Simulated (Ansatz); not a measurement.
## Tetragonal deformation path in SrTl

These are results of Ansatz, DFT r2SCAN, scalar-relativistic, plane waves, PAW, not measurements. The runs took a 500 eV cutoff, a Γ-centred 14×14×14 mesh and Gaussian smearing (0.15 eV). Spin–orbit coupling is left out, which can shift energies with elements as heavy as these. No spin polarisation. Energies are free energies at this smearing, counted from the undisturbed cell; pressure is positive in compression.

Reference structure (as given, not relaxed at this level; it stands at 0.8 GPa, and it needn't be the usual structure):

```xyz
2
Lattice="4.0320 0.0000 0.0000 0.0000 4.0320 0.0000 0.0000 0.0000 4.0320" Properties=species:S:1:pos:R:3 pbc="T T T"
Sr    0.0000    0.0000    0.0000
Tl    2.0160    2.0160    2.0160
```

At fixed volume and fractional coordinates, lengths along (0.000, 0.000, 1.000) are scaled against those across it; ρ is that ratio over its starting value. The cell is metallic on the mesh throughout.

| ρ | ΔE (meV/atom) |
| --- | --- |
| 0.650 | 444.3 |
| 0.707 | 270.8 |
| 0.780 | 129.0 |
| 0.850 | 52.3 |
| 0.920 | 14.4 |
| 0.960 | 3.7 |
| 1.000 | 0.0 |
| 1.050 | 4.8 |
| 1.100 | 15.9 |
| 1.200 | 44.6 |
| 1.300 | 83.6 |
| 1.414 | 121.4 |
| 1.500 | 159.3 |

**Question.** Predict the pressure (GPa) at each point.

**Answer.**
```
    ρ  pressure (GPa)
0.650             1.0
0.707             0.7
0.780             0.7
0.850             0.7
0.920             0.8
0.960             0.8
1.000             0.8
1.050             0.8
1.100             0.8
1.200             0.7
1.300             0.5
1.414             0.1
1.500            -0.2
```